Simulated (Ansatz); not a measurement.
## Fields on a plane of Sn4Pd (space group Ccce)

```
Sn4Pd
1.0
    3.19027    -5.66833     0.00000
    3.19027     5.66833     0.00000
    0.00000     0.00000     6.33501
Sn Pd
8 2
Direct
  0.20545   0.45777   0.33108
  0.79455   0.54223   0.33108
  0.45777   0.20545   0.66892
  0.54223   0.79455   0.66892
  0.29455   0.04223   0.16892
  0.70545   0.95777   0.16892
  0.04223   0.29455   0.83108
  0.95777   0.70545   0.83108
  0.50000   0.50000   0.00000
  0.00000   0.00000   0.50000
```

The slice is a (130) plane (indices of the conventional cell) through the point (0.295, 0.042, 0.169) (fractional), spanned by u = [001] and v = [210] in vectors of this cell: u (6.34 Å) and v (11.12 Å, at 90° to u). It covers one period; positions are fractions (u, v).

Atoms on it: Sn at (0.00, 0.00). Other atoms lie within 1 Å of the plane.

Computed with LDA (plane waves to 420 eV, PAW, scalar-relativistic; Ansatz, an electronic-structure program). k mesh 9×9×8. These are valence fields of a PAW run, semicore shells included where kept as valence: close to a nucleus they are smooth pseudo fields. Sn4Pd is run without spin polarisation. Sn4Pd was relaxed with its symmetry unable to fall.

```tsv
v \ u	0.00	0.14	0.29	0.43	0.57	0.71	0.86
0.88	0.31	0.28	0.47	0.32	0.36	0.33	0.39
0.75	0.27	0.32	0.26	0.28	0.30	0.27	0.25
0.62	0.30	0.16	0.27	0.33	0.32	0.25	0.30
0.50	0.35	0.12	0.34	0.34	0.26	0.30	0.24
0.38	0.35	0.34	0.34	0.22	0.34	0.33	0.29
0.25	0.13	0.23	0.15	0.09	0.19	0.23	0.10
0.12	0.37	0.24	0.30	0.34	0.34	0.29	0.21
0.00	x	0.33	0.31	0.32	0.30	0.21	0.34
```

Values: electron localisation function (ELF). Points within 0.5 Å of a nucleus are blanked (x), as the pseudised field means little there.

```
|%*=::::::..:=*|
|==--==-::::::=|
|:::=**=---::::|
|..:=*#+----:..|
|.::-==-::-::..|
|:::::::::::..:|
|:::..:::::::::|
|::...:-=--:---|
|::...:=+=--==-|
|::::::-=---==-|
|:-=--::-:::--:|
|-+#*=::.::::::|
|-#@%+:..:-::.:|
|-+##=:.:-==-..|
|:-==:..:=++-..|
|.:::. .:-==-. |
| ...   .:::.  |
| ...    ...   |
| ... .....    |
|... .:---.    |
|::...-+*+-. .:|
|=-:.:-*#*-:.:-|
|%*=::-+*+-::=*|
|@%=:::---:.:=%|
```
Scale: ten equal steps from -1.37 (start of ' ') to 1.22 (end of '@'), in the order ' .:-=+*#%@'. Values: log₁₀ of the valence density in e/Å³. The map has 14 points along u (one character each, u = 0 at the left) and 24 along v (v = 0 in the bottom row). The scale is logarithmic, as a density can span decades between atoms and voids.
